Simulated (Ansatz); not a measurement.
Cu:
```yaml
crystal:
  lattice:
    - [0.00000, 1.75898, 1.75898]
    - [1.75898, 0.00000, 1.75898]
    - [1.75898, 1.75898, 0.00000]
  atoms:
    - { symbol: Cu, position: [0.00000, 0.00000, 0.00000] }
```

Relaxed with LDA. Special points in fractions of this cell's reciprocal vectors: Γ (0.000, 0.000, 0.000); X (0.500, 0.000, 0.500); U (0.625, 0.250, 0.625); K (0.375, 0.375, 0.750); L (0.500, 0.500, 0.500); W (0.500, 0.250, 0.750).

Q: List the band energies nearest the Fermi level at these points for DFT-LDA in the program Ansatz with PAW potentials.

A: In eV from the Fermi level; about four levels below and three above (degenerate sets whole), none deeper than 8.9 eV; … stands for higher levels left out; points with the same levels are listed once.

| k | below | above |
|---|---|---|
| Γ | -3.29 -3.29 -3.29 -2.32 -2.32 | … |
| X | -4.88 -1.69 -1.51 -1.51 | 1.40 … |
| U | -4.48 -3.00 -2.17 -1.74 | 4.53 … |
| L | -3.32 -3.32 -1.67 -1.67 -1.25 | … |
| W | -3.87 -3.87 -2.38 -1.51 | … |

Space group Fm-3m (fcc (Cu type)). Symmetry was held in the LDA relaxation. No spin polarisation was allowed.

Potentials: the earlier of the program's two PAW sets. The files were generated under PBE; for other functionals the program regenerates the frozen cores, and for LDA and PBEsol the local potential too.
